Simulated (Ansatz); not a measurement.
Relaxed-ion elastic tensor of K2S (anti-fluorite, space group No. 225) in GPa (Voigt order), DFT-PBEsol in the program Ansatz with PAW potentials; density 1.86 g/cm³, 32.90 Å³ per atom.

```
      1     2     3    4    5    6
-  ----  ----  ----  ---  ---  ---
1  36.1  12.0  12.0  0.0  0.0  0.0
2  12.0  36.1  12.0  0.0  0.0  0.0
3  12.0  12.0  36.1  0.0  0.0  0.0
4   0.0   0.0   0.0  9.0  0.0  0.0
5   0.0   0.0   0.0  0.0  9.0  0.0
6   0.0   0.0   0.0  0.0  0.0  9.0
```

Task: Is the crystal mechanically stable?

Result: Yes: the smallest eigenvalue of C is 9.0 GPa.

Task: Work out the Voigt, Reuss and Hill averages.

Result: K_V = 20.1, K_R = 20.1, K_H = 20.1; G_V = 10.2, G_R = 10.0, G_H = 10.1 GPa.

Task: Give Young's modulus, Poisson's ratio, Pugh's ratio and the universal anisotropy index.

Result: E = 9KG/(3K + G) = 25.9 GPa; ν = 0.28; K/G = 1.99 (ductile by the Pugh limit of 1.75); A_U = 5G_V/G_R + K_V/K_R − 6 = 0.11.

Task: Estimate the sound speeds and the Debye temperature.

Result: v_l = √((K + 4G/3)/ρ) = 4250 m/s, v_t = √(G/ρ) = 2330 m/s, mean 2600 m/s; Θ = (h/k)(3n/4πV)^(1/3) v_m = 241 K.

Task: Give the Zener ratio and Young's modulus along [100], [110] and [111].

Result: A = 2C44/(C11 − C12) = 0.74; 1/E = S11 − 2(S11 − S12 − S44/2)Γ with Γ = 0, 1/4, 1/3 gives 30.1, 24.8, 23.4 GPa.

Space group Fm-3m (anti-fluorite). Symmetry was held in the PBEsol relaxation.

Potentials: the later of the program's two PAW sets.
